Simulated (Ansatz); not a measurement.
SiNi₃:
```
SiNi3
1.0
    3.46097     0.00000     0.00000
    0.00000     3.46097     0.00000
    0.00000     0.00000     3.46097
Si Ni
1 3
Direct
  0.00000   0.00000   0.00000
  0.00000   0.50000   0.50000
  0.50000   0.00000   0.50000
  0.50000   0.50000   0.00000
```

Relaxed with PBEsol. Special points in fractions of this cell's reciprocal vectors: Γ (0.000, 0.000, 0.000); X (0.000, 0.500, 0.000); M (0.500, 0.500, 0.000); R (0.500, 0.500, 0.500).

Question: List the band energies nearest the Fermi level at these points for PBEsol (plane waves, PAW; program Ansatz).

Answer: In eV from the Fermi level; about four levels below and three above (degenerate sets whole), none deeper than 8.9 eV; points with the same levels are listed once.

| k | below | above |
|---|---|---|
| Γ | -0.98 -0.98 -0.98 -0.64 -0.64 -0.29 | 0.05 0.05 0.05 |
| X | -1.39 -1.39 -1.37 -1.21 -0.56 | 0.05 3.76 3.76 |
| M | -1.52 -1.52 -1.17 -1.07 -1.01 | 0.71 0.71 5.86 |
| R | -0.60 -0.20 -0.20 -0.20 | 1.41 4.15 4.15 4.15 |

Space group Pm-3m (Cu3Au type). Symmetry was held in the PBEsol relaxation; of distortions, only those at the zone centre were tested. No spin polarisation was allowed.

Potentials: the later of the program's two PAW sets.
